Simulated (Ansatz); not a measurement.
As (A7 type, space group R-3m)

```yaml
crystal:
  lattice:
    - [1.89202, 1.09236, 3.36884]
    - [-1.89202, 1.09236, 3.36884]
    - [0.00000, -2.18472, 3.36884]
  atoms:
    - { symbol: As, position: [0.23031, 0.23031, 0.23031] }
    - { symbol: As, position: [0.76969, 0.76969, 0.76969] }
```

The slice is a (1 -1 0 2) plane (indices of the conventional cell) through the point (0.770, 0.770, 0.770) (fractional), spanned by u = [1 0 -1] and v = [010] in vectors of this cell: u (3.78 Å) and v (4.02 Å, at 90° to u). It covers one period; positions are fractions (u, v).

Computed with PBE-D3(BJ) (plane waves to 420 eV, PAW, scalar-relativistic; Ansatz, a quantum-chemistry and plane-wave program). k mesh 11×11×11. These are valence fields of a PAW run, semicore shells included where kept as valence: close to a nucleus they are smooth pseudo fields. As was relaxed with its symmetry unable to fall. The PAW data are Ansatz's earlier set.

### Question
Predict the map of the electron localisation function (ELF) on the slice.

### Answer
```
|xxxx+#%#*=:.   .:=*#%#+xxx|
|xxx=*%%#*=:     :=*#%%*=xx|
|xx=*%%%#+-.     .-+#%%%*=x|
|**#%%%%*=:.     .:=*%%%%#*|
|%%@@@%#+-:.......:-+#%@@@%|
|@@@@%#*=-:::---:::-=*#%@@@|
|@@@%#*=---=+***+=---=*#%@@|
|%%%#*=--=+*#%%%#*+=--=*#%%|
|#**+---=+#%@@@@@%#+=---+**|
|=--::-=+#%@@@@@@@%#+=-::--|
|....:-+#%@@@@@@@@@%#+-:...|
|   .:=*%%@@%%%%%@@%%*=:.  |
|   .-+#%%%%*+++*%%%%#+-.  |
|   .-*#%%%*xxxxx*%%%#*-.  |
|  .:=*#%%#=xxxxx=#%%#*=:. |
| ..-+*#%#*xxxxxxx*#%#*+-..|
|.::=+#%%#*xxxxxxx*#%%#+=::|
|--=+*#%%%*=xxxxx=*%%%#*+=-|
|=++*#%%%%#+-xxx-+#%%%%#*++|
|***#%%@@%%#+===+#%%@@%%#**|
|**##%@@@@%%#***#%%@@@@%##*|
|###%%@@@@%%#####%%@@@@%%##|
|**##%@@@@%%#####%%@@@@%##*|
|==+#%%@@%%#*****#%%@@%%#+=|
|xx-+#%%%%#*+++++*#%%%%#+-x|
|xxx-*#%%#*+=---=+*#%%#*-xx|
|xxxx+#%%#*=-:::-=*#%%#+xxx|
|xxxx+#%#*+-:...:-+*#%#+xxx|
```
Scale: ten equal steps from 0.08 (start of ' ') to 0.76 (end of '@'), in the order ' .:-=+*#%@'. Values: electron localisation function (ELF). The map has 26 points along u (one character each, u = 0 at the left) and 28 along v (v = 0 in the bottom row). Points within 0.5 Å of a nucleus are blanked (x), as the pseudised field means little there.
